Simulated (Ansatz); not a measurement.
The geometry is COD entry 4344350, unchecked; take it as a test cell. The listed cell was then made from it by scaling, straining or moving an atom.

An input for LuSi2: DFT, PBEsol, all-electron LAPW, scalar-relativistic (Ansatz 0.2.0).

Command: `ansatz run input.yaml --threads 1 --pin off --max-ram 4096MiB --backend cpu --events-out ev --progress --plain --runs-dir out` The run took 34 s on 1 thread of Intel(R) Xeon(R) 6975P-C (Granite Rapids), with other jobs on the host, peak memory 0.77 GiB.

```yaml
crystal:
  lattice:
    - [3.823550175, 0.0, 0.0]
    - [-1.9117750874, 3.3112915842, 0.0]
    - [0.0, 0.0, 4.1294319308]
  atoms:
    - { symbol: Lu, position: [0.0, 0.0, 0.0] }
    - { symbol: Si, position: [0.3333333333, 0.6666666667, 0.5] }
    - { symbol: Si, position: [0.6666666667, 0.3333333333, 0.5] }
kpoints:
  mp_grid: { grid: [13, 13, 10] }
  band_path:
    path:
      - [0.0, 0.0, 0.0]
      - [0.5, 0.0, 0.0]
      - [0.3333333333, 0.3333333333, 0.0]
      - [0.0, 0.0, 0.0]
      - [0.0, 0.0, 0.5]
      - [0.5, 0.0, 0.5]
      - [0.3333333333, 0.3333333333, 0.5]
      - [0.0, 0.0, 0.5]
      - [0.5, 0.0, 0.5]
    npoints: 5
scf:
  occupations: { method: fermi_dirac, width: 0.05 }
hamiltonian:
  xc: pbesol
  pseudopotentials: { kind: all_electron, lapw: { basis_error: 0.0005 } }
output:
  forces: true
  stress: true
  eigenvalues: true
```

Set-up and iterations as logged by Ansatz (the results part is left out, to be predicted):

```
LAPW: plane waves up to 8.764 Å⁻¹, error target 5.0e-4 eV per atom; small_component_spin mean_spin; Si in spheres of 1.104 Å, 12 of its electrons in bands, Dirac shells []; Lu in spheres of 1.441 Å, 41 of its electrons in bands, Dirac shells []
Engine: ansatz 0.2.0
Pseudopotentials: kind: all_electron
Pseudopotential: Lu, LAPW, valence charge 41, Koelling and Harmon's equation, gaussian nucleus
Pseudopotential: Si, LAPW, valence charge 12, Koelling and Harmon's equation, gaussian nucleus
Functional definition: PBEsol
  exchange = pbesol_x
  correlation = pbesol_c
Crystal: 3 atoms, lattice volume = 52.282 Å³
Basis set: ecut = 292.6305101328535 eV, 575 PW (Γ), exchange–correlation at level 2
Bands: 39, of which v1, the nominal top of the filled ones, is band 33 counted from 1 (32 counted from 0)
Symmetry: 24 space group operations
Space group: P6/mmm (ITA 191), of the structure as read, at distance tolerance 3.7e-5 Å
k-points: 126 of 1690
Non-local potential: Lu, projectors of the file, none
Non-local potential: Si, projectors of the file, none
Initial density: superposition of atomic densities (chi_scale 0.1, normalization cell, long waves kept (reshape's long-wave potential 0.00 eV rms))
Initial wavefunctions: plane waves of lowest kinetic energy (no species holds an atomic orbital)
Functional: x = pbesol(κ = 0.804, μ = 0.12345679012345678), c = pbesol(β = 0.046)
iter 1 solved again at ethr=2.16e-3 eV; its pass at ethr=1.00e-1 eV (dr2=1.40e0 eV) is discarded
SCF iter   1: F=—  HF=-411879.712386 eV  |F-HF|=—  |Δ(HF+E_count)|=         —  Δρ=3.37e-2  dr2=1.41e0  ethr=2.16e-3  ⟨swp⟩=2.0  Hψ=30926  notcnv=0
SCF iter   2: F=—  HF=-411879.424515 eV  |F-HF|=—  |Δ(HF+E_count)|=   2.88e-1  Δρ=2.06e-2  dr2=5.38e-1  ethr=2.16e-3  ⟨swp⟩=2.1  Hψ=14500  notcnv=0
SCF iter   3: F=—  HF=-411879.352388 eV  |F-HF|=—  |Δ(HF+E_count)|=   7.21e-2  Δρ=1.66e-2  dr2=3.94e-1  ethr=8.27e-4  ⟨swp⟩=2.0  Hψ=14728  notcnv=0
SCF iter   4: F=—  HF=-411879.214442 eV  |F-HF|=—  |Δ(HF+E_count)|=   1.38e-1  Δρ=5.50e-3  dr2=4.95e-2  ethr=6.07e-4  ⟨swp⟩=2.2  Hψ=13941  notcnv=0
iter 5 solved again at ethr=1.67e-6 eV; its pass at ethr=7.62e-5 eV (dr2=1.08e-3 eV) is discarded
SCF iter   5: F=—  HF=-411879.204443 eV  |F-HF|=—  |Δ(HF+E_count)|=         —  Δρ=1.31e-3  dr2=1.08e-3  ethr=1.67e-6  ⟨swp⟩=2.0  Hψ=24967  notcnv=0
the basis was enlarged: its passes take 291.4 KiB over the memory plan, 1 of 1 planned eigensolver slots
SCF iter   6: F=—  HF=-411879.204223 eV  |F-HF|=—  |Δ(HF+E_count)|=   2.19e-4  Δρ=6.63e-4  dr2=3.58e-4  ethr=1.67e-6  ⟨swp⟩=2.0  Hψ=14091  notcnv=0
SCF iter   7: F=—  HF=-411879.204186 eV  |F-HF|=—  |Δ(HF+E_count)|=   3.70e-5  Δρ=1.44e-4  dr2=1.77e-5  ethr=5.51e-7  ⟨swp⟩=2.0  Hψ=14092  notcnv=0
SCF iter   8: F=—  HF=-411879.204181 eV  |F-HF|=—  |Δ(HF+E_count)|=   5.14e-6  Δρ=5.06e-5  dr2=1.70e-6  ethr=2.72e-8  ⟨swp⟩=2.1  Hψ=14109  notcnv=0
SCF iter   9: F=—  HF=-411879.204181 eV  |F-HF|=—  |Δ(HF+E_count)|=   1.59e-7  Δρ=1.50e-5  dr2=1.78e-7  ethr=2.61e-9  ⟨swp⟩=2.0  Hψ=14091  notcnv=0
SCF iter  10: F=-411879.204181 eV  HF=-411879.204181 eV  |F-HF|=1.05e-8  |Δ(HF+E_count)|=   9.05e-8  Δρ=4.09e-6  dr2=1.36e-8  ethr=2.74e-10  ⟨swp⟩=2.0  Hψ=14091  notcnv=0
```

Q: What pressure will this run report?

A: 5.05 GPa (positive in compression).

Q: Is there a band gap?

A: none: with an odd electron count and no spin polarisation the bands can't all be full, a metal in this set-up (spin order or a larger cell could open a gap).
